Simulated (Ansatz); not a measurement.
Input file for Ansatz (an electronic-structure program):

Ansatz 0.2 input:
```yaml
crystal:
  lattice:
    - [1.5726845497, -5.8103908275, 0.0]
    - [1.5726845497, 5.8103908275, 0.0]
    - [0.0, 0.0, 3.3103691725]
  atoms:
    - { symbol: Al, position: [0.0, 0.0, 0.0] }
    - { symbol: Nb, position: [0.3579743188, 0.6420256812, 0.5] }
    - { symbol: Nb, position: [0.6420256812, 0.3579743188, 0.5] }
    - { symbol: B, position: [0.2104212089, 0.7895787911, 0.0] }
    - { symbol: B, position: [0.7895787911, 0.2104212089, 0.0] }
kpoints:
  mp_grid: { grid: [13, 13, 12] }
hamiltonian:
  xc: r2scan
  pseudopotentials: { kind: paw }
scf:
  occupations: { method: gaussian, width: 0.05 }
checkpoint: { read: metal.run }
output: { write_density: true, elf: true, volumetric_format: npy }
basis: { fft_grid_basis: typed }
```

Output (shortened):

```
Pseudopotential: Al, paw, valence charge 3
Pseudopotential: Nb, paw, valence charge 13
Pseudopotential: B, paw, valence charge 3
Functional definition: r2SCAN
Crystal: 5 atoms, lattice volume = 60.500 Å³
Basis set: ecut = 500 eV, 1525 PW (Γ), exchange–correlation on 180×180×100 points (64 copies of the dense FFT grid, shifted against one another)
Bands: 28, of which v1, the nominal top of the filled ones, is band 18 counted from 1 (17 counted from 0)
Symmetry: 8 space group operations
Space group: Cmmm (ITA 65), of the structure as read, at distance tolerance 3.9e-5 Å
k-points: 343 of 2028
Stability of the state it starts from, as read at its close in the unpolarized treatment …
iter 1 solved again at ethr=2.50e-8 eV; its pass at ethr=3.10e-3 eV (dr2=8.75e-6 eV) is discarded
SCF iter   1: F=—  HF=-9983.722404 eV  |F-HF|=—  |Δ(HF+E_count)|=         —  Δρ=1.50e-7  dr2=1.53e-11  dr2_τ=1.70e-12  ethr=2.50e-8  ⟨swp⟩=3.4  Hψ=72700  notcnv=0
preconditioner: auto → Kerker (q_TF=auto, 2.490 Å⁻¹)
SCF iter   2: F=-9983.722404 eV  HF=-9983.722404 eV  |F-HF|=0.00e0  |Δ(HF+E_count)|=   6.41e-9  Δρ=6.49e-8  dr2=2.47e-12  dr2_τ=2.07e-12  ethr=1.00e-12  ⟨swp⟩=6.0  Hψ=32696  notcnv=0
SCF 1 converged in 2 iterations: F = -9983.722404 eV  dr2 = 2.47e-12
SCF converged after 2 iterations
Free energy (F): -9983.722404 eV
Harris-Foulkes:  -9983.722404 eV  (|F-HF|=0.00e0)
Internal energy: -9983.717925 eV  (E = F + TS)
E sigma→0 (E₀):  -9983.720165 eV
Entropy (-TS):   -0.004479 eV (-0.896 meV/atom)
Fermi energy:    15.804922 eV
--- Per-component energies (eV) ---
  E_band       = -148.539039
  E_kinetic    = 913.073074
  E_local      = -1820.996945  (includes V_loc(G=0)·N_el)
  E_nonlocal   = 268.652870
  E_hartree    = 636.107075
  E_xc         = -441.992316
  E_vxc        = -591.471570  (∫ρ·V_xc dr)
  E_paw        = -6813.497581  (= ΣΔE_a)
  E_vpaw       = -224.909659  (= ΣTr[D̂ρ^β])
  E_aug_tail   = 0.000005  (compensation charges beyond the density's cutoff)
  E_vtau       = 34.899024  (kinetic-family band-sum trace: ∫τ·v_τ [+ j·A + Jᵃ·Aᵃ] dr)
  E_ewald      = -2724.582254
  E_core_change = -0.481854  (= ΣΔE_core)
  E_smearing   = -0.004479  (= −TS)
  E_closure    = 0.000000  (closes the sum)
  Σ components = -9983.722404   (vs F -9983.722404, Δ=0.00e0)
  [band-id]    e_kinetic+e_local+e_nonlocal+2·e_hartree+e_vxc+e_vpaw+e_augmentation_tail+e_vtau = -148.539050   (vs E_band -148.539039, Δ=-1.06e-5)
--- Band table (eV; the first three rows and the last of 343) ---
  k-point 0: bands = ["-40.9158", "-40.8213", "-16.6887", "-16.3042", "-16.1820", "-16.1023", "-15.9789", "-15.9550", "3.0537", "7.6388", "8.4568", "11.8650", "12.1950", "12.7595", "12.7623", "13.1810", "17.1838", "17.3666", "17.3972", "17.7417", "17.9902", …
  k-point 1: bands = ["-40.9142", "-40.8198", "-16.6850", "-16.3288", "-16.2034", "-16.0998", "-15.9770", "-15.9531", "3.1516", "7.7633", "8.3562", "11.8899", "12.1394", "12.7286", "12.8028", "13.2714", "16.9414", "17.1482", "17.2668", "17.3578", "17.7385", …
  k-point 2: bands = ["-40.9097", "-40.8157", "-16.6747", "-16.3955", "-16.2612", "-16.0929", "-15.9717", "-15.9477", "3.4247", "8.1228", "8.1258", "11.7612", "11.9790", "12.7516", "12.8786", "13.5376", "16.4751", "16.6706", "16.7735", "17.1351", "17.5457", …
  k-point 342: bands = ["-40.8806", "-40.8095", "-16.6413", "-16.5150", "-16.4945", "-16.0958", "-16.0766", "-15.9129", "4.5976", "8.4892", "9.5266", "10.7163", "11.2155", "12.3061", "12.6120", "12.9770", "15.5051", "15.6009", "15.6260", "18.0909", "19.0195", …
```

Cost: very roughly 40 core-seconds on shared cores.

The start of the workflow was typed in or built on a structure type; neither database checked (COD, Materials Project) lists it. Its standing as an ambient phase is unchecked. Symmetry was held in the r²SCAN relaxation; its stability against distortions is not shown here. No spin polarisation was allowed. Scalar-relativistic: spin–orbit coupling is off unless named, which matters more the heavier the elements.

Potentials: the later of the program's two PAW sets.

Ansatz is a plane-wave DFT program.
